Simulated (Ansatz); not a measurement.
## A plane-wave run on Zn2PdO4

The input, for Ansatz 0.2.0 (plane waves, PAW):

```yaml
crystal:
  lattice:
    - [0.0, 4.229539, 4.229539]
    - [4.229539, 0.0, 4.229539]
    - [4.229539, 4.229539, 0.0]
  atoms:
    - { symbol: Zn, position: [0.5, 0.5, 0.5] }
    - { symbol: Zn, position: [0.0, 0.5, 0.5] }
    - { symbol: Zn, position: [0.5, 0.5, 0.0] }
    - { symbol: Zn, position: [0.5, 0.0, 0.5] }
    - { symbol: Pd, position: [0.875, 0.875, 0.875] }
    - { symbol: Pd, position: [0.125, 0.125, 0.125] }
    - { symbol: O, position: [0.25, 0.25, 0.25] }
    - { symbol: O, position: [0.25, 0.75, 0.75] }
    - { symbol: O, position: [0.25, 0.25, 0.75] }
    - { symbol: O, position: [0.75, 0.25, 0.75] }
    - { symbol: O, position: [0.75, 0.25, 0.25] }
    - { symbol: O, position: [0.75, 0.75, 0.75] }
    - { symbol: O, position: [0.25, 0.75, 0.25] }
    - { symbol: O, position: [0.75, 0.75, 0.25] }
  symmetry: { tolerance: 0.0003 }
kpoints:
  mp_grid: { grid: [7, 7, 7], shift: [0, 0, 0] }
  band_path:
    path:
      - [0.375, 0.375, 0.75]
      - [0.0, 0.0, 0.0]
      - [0.5, 0.5, 0.5]
      - [0.5, 0.25, 0.75]
      - [0.5, 0.0, 0.5]
    npoints: 13
magnetization:
  spin_polarized: false
scf:
  occupations: { method: fermi_dirac, width: 0.1202 }
  lower_state_search: "off"
  max_iter: 200
hamiltonian:
  pseudopotentials: { kind: paw }
  xc: pbe
basis:
  ecutwfc: 420
  fft_grid_basis: typed
output:
  forces: true
  stress: true
  eigenvalues: true
  bader: true
  populations: true
  elf: true
  write_potential: true
  volumetric_format: npy
  dos:
    e_range: [-12, 8]
    de: 0.05
    projected: { site_lists: { O: [O], Pd: [Pd], Zn: [Zn] } }
checkpoint:
  read: saved_state
```

The run starts from an earlier solution of this cell. 

Parts of the output:

```
band count auto-derived: 81 (N_el = 132.0; filled up to band 66; 80 by the electrons, moments and atoms)
Pseudopotentials: kind: paw
Pseudopotential: Zn, paw, valence charge 12, recommended cutoff 420 eV (normal), Zn.paw.azcp
Pseudopotential: Pd, paw, valence charge 18, recommended cutoff 420 eV (normal), Pd.paw.azcp
Pseudopotential: O, paw, valence charge 6, recommended cutoff 420 eV (normal), O.paw.azcp
Functional definition: PBE
  exchange = pbe_x(kappa = kappa, mu = beta*pi^2/3)
  correlation = pbe_c(beta = beta)
Crystal: 14 atoms, lattice volume = 151.324 Å³
Basis set: ecut = 420 eV, 2891 PW (Γ), exchange–correlation on 80×80×80 points (8 copies of the dense FFT grid, shifted against one another)
Bands: 81, of which v1, the nominal top of the filled ones, is band 66 counted from 1 (65 counted from 0)
Symmetry: 48 space group operations
Space group: Fd-3m (ITA 227), of the structure as read, at distance tolerance 1.6e-3 Å
k-points: 20 of 343
Initial density: read from a saved state, or passed on in memory by an earlier SCF of this step, an earlier step, the calling program or the single point that the run made first
Functional: x = pbe(κ = 0.804, μ = 0.2195), c = pbe(β = 0.0667)
Free energy (F): -31748.3806 eV
Harris-Foulkes:  -31748.3806 eV  (|F-HF|=3.24e-8)
Internal energy: -31748.0323 eV  (E = F + TS)
E sigma→0 (E₀):  -31748.2064 eV
Entropy (-TS):   -0.3483 eV (-24.879 meV/atom)
Fermi energy:    10.7226 eV
--- Forces (eV/Å), atoms counted from 1 ---
  atom   1  Zn     0.0000     0.0000     0.0000
  atom   2  Zn     0.0000     0.0000     0.0000
  atom   3  Zn     0.0000     0.0000     0.0000
  atom   4  Zn     0.0000     0.0000     0.0000
  atom   5  Pd     0.0000     0.0000     0.0000
  atom   6  Pd     0.0000     0.0000     0.0000
  atom   7  O      2.2001     2.2001     2.2001
  atom   8  O     -2.2001     2.2001     2.2001
  atom   9  O     -2.2001    -2.2001     2.2001
  atom  10  O      2.2001    -2.2001     2.2001
  atom  11  O      2.2001    -2.2001    -2.2001
  atom  12  O     -2.2001    -2.2001    -2.2001
  atom  13  O     -2.2001     2.2001    -2.2001
  atom  14  O      2.2001     2.2001    -2.2001
--- Stress (GPa, compression-positive) ---
       20.8928       0.0000       0.0000
        0.0000      20.8928       0.0000
        0.0000       0.0000      20.8928
  P = ⅓ Tr σ = 20.8928 GPa (208.928 kbar)
--- Löwdin populations: 14 sites ---
  site symbol       q [e]
     0     Zn     10.5607
     1     Zn     10.5607
     2     Zn     10.5607
     3     Zn     10.5607
     4     Pd     16.2096
     5     Pd     16.2096
     6      O      7.0219
     7      O      7.0219
     8      O      7.0219
     9      O      7.0219
    10      O      7.0219
    11      O      7.0219
    12      O      7.0219
    13      O      7.0219
  spilling = 0.0088 (of n_electrons = 132.0000)
--- Bader charges: 14 sites ---
  site symbol  charge [e]  shift [e]
     0     Zn      1.2803     0.0066
     1     Zn      1.2803     0.0066
     2     Zn      1.2803     0.0066
     3     Zn      1.2803     0.0066
     4     Pd      1.3507     0.0177
     5     Pd      1.3507     0.0177
     6      O     -0.9778     0.0077
     7      O     -0.9778     0.0077
     8      O     -0.9778     0.0077
     9      O     -0.9778     0.0077
    10      O     -0.9778     0.0077
    11      O     -0.9778     0.0077
    12      O     -0.9778     0.0077
    13      O     -0.9778     0.0077
```

Origin: a database entry at a rescaled volume. Caveats: many states at the Fermi level without spin polarisation, so a magnetic state may lie lower; forces this large suggest misplaced atoms in the database entry; atoms or cell far from equilibrium.
